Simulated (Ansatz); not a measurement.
Phonons of NaCl (rock salt) at Γ, L = (0.5, 0.0, 0.0), X = (0.5, 0.5, 0.0).

NaCl (rock salt)

```xyz
2
Lattice="0.0000 2.8039 2.8039 2.8039 0.0000 2.8039 2.8039 2.8039 0.0000" Properties=species:S:1:pos:R:3 pbc="T T T"
Cl     0.0000     0.0000     0.0000
Na     2.8039     2.8039     2.8039
```

All values below come from r2SCAN (plane waves to 500 eV, PAW, scalar-relativistic; Ansatz, an electronic-structure program). DFPT wavenumbers on a 8×8×8 k mesh, in cm⁻¹; i marks imaginary ones, q is in fractions of the reciprocal vectors of the cell shown, and the three acoustic modes at Γ are left out. The non-analytic (LO-TO) term is not included, so polar modes at Γ have their transverse values. NaCl was relaxed with its symmetry unable to fall.

| q | wavenumbers (cm⁻¹) |
|---|---|
| Γ | 174 (×3) |
| L = (0.5, 0.0, 0.0) | 122 (×2), 142 (×2), 179, 221 |
| X = (0.5, 0.5, 0.0) | 87 (×2), 143, 182 (×2), 194 |

The structure shows no imaginary mode at these points (lowest 87 cm⁻¹ at X = (0.5, 0.5, 0.0)); other wave vectors were not tested.

Highest mode: 221 cm⁻¹ at L = (0.5, 0.0, 0.0).
